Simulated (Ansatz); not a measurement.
ZrMo:
```
ZrMo
1.0
    3.34097     0.00000     0.00000
    0.00000     3.34097     0.00000
    0.00000     0.00000     3.34097
Mo Zr
1 1
Direct
  0.00000   0.00000   0.00000
  0.50000   0.50000   0.50000
```

Relaxed with PBE. Special points in fractions of this cell's reciprocal vectors: Γ (0.000, 0.000, 0.000); X (0.000, 0.500, 0.000); M (0.500, 0.500, 0.000); R (0.500, 0.500, 0.500).

Problem. List the band energies nearest the Fermi level at these points for PBE in the plane-wave PAW code Ansatz.

Solution. In eV from the Fermi level; about four levels below and three above (degenerate sets whole), none deeper than 8.9 eV; points with the same levels are listed once.

```
k                                below                above
-  -----------------------------------  -------------------
Γ                    -5.72 -3.49 -3.49       0.25 0.25 0.25
X              -2.43 -2.27 -1.51 -0.22       0.27 0.27 1.36
M              -3.61 -3.40 -1.55 -1.55       2.31 2.31 2.56
R  -1.17 -1.17 -1.17 -0.77 -0.77 -0.77  2.66 2.66 5.75 5.75
```

Space group Pm-3m (CsCl type). The start of the workflow was typed in or built on a structure type; neither database checked (COD, Materials Project) lists it. Whether it is the stable phase at ambient conditions was not checked. Symmetry was held in the PBE relaxation; whether a distortion lowers the energy is not shown. No spin polarisation was allowed. Spin–orbit coupling is left out wherever it is not named.

Potentials: the later of the program's two PAW sets.
